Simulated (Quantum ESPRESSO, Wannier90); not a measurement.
## Wannier functions of CdSe (wurtzite)

```
begin unit_cell_cart
ang
    4.3460898497    0.0000000000    0.0000000000
   -2.1730449248    3.7638242170    0.0000000000
    0.0000000000    0.0000000000    7.0898400000
end unit_cell_cart
begin atoms_frac
Cd  -0.3333333333  0.3333333333  0.4999500000
Cd   0.3333333333 -0.3333333333 -0.0000500000
Se  -0.3333333333  0.3333333333 -0.1240900000
Se   0.3333333333 -0.3333333333  0.3759100000
end atoms_frac
```

Materials Project entry mp-1070; symmetrised, unrelaxed at this level. COD (Crystallography Open Database) has an entry of this formula and space group (matched by these alone). Computed values, not measurements, from LDA: Quantum ESPRESSO (norm-conserving PseudoDojo potentials, cutoff 82 Ry, no spin polarisation, no spin-orbit coupling) on a Γ-centred 6×6×4 mesh, then Wannier90. Density: 12×12×6 mesh, Gaussian smearing 0.01 Ry. Spin-orbit coupling, left out, would split the p-like bands by a few tenths of an eV.

Bands 19-20 form an isolated set from -12.52 to -12.05 eV relative to the valence-band maximum (on the path) and are turned into 2 Wannier functions by minimising the spread from the start: atomic waves Se 4s.

Question: Where do the functions sit, how wide are they and what are they made of?

Answer: 
```tsv
functions	spread (Å²)	nearest atom, distance (Å)	second atom, distance (Å)	weight on atomic waves
2	1.41	Se 0.00	Cd 2.66	Se 4s 86 %, Cd 5s 6 %, Cd 4d 4 %
```

Ω_I = 2.81 Å², Ω_total = 2.81 Å²; the interpolated bands follow pw.x to 0.0 meV rms on the path. Only this start was tried; a symmetric start can stop on a saddle, and mixtures of these functions could lower the total by at most Ω_total − Ω_I.
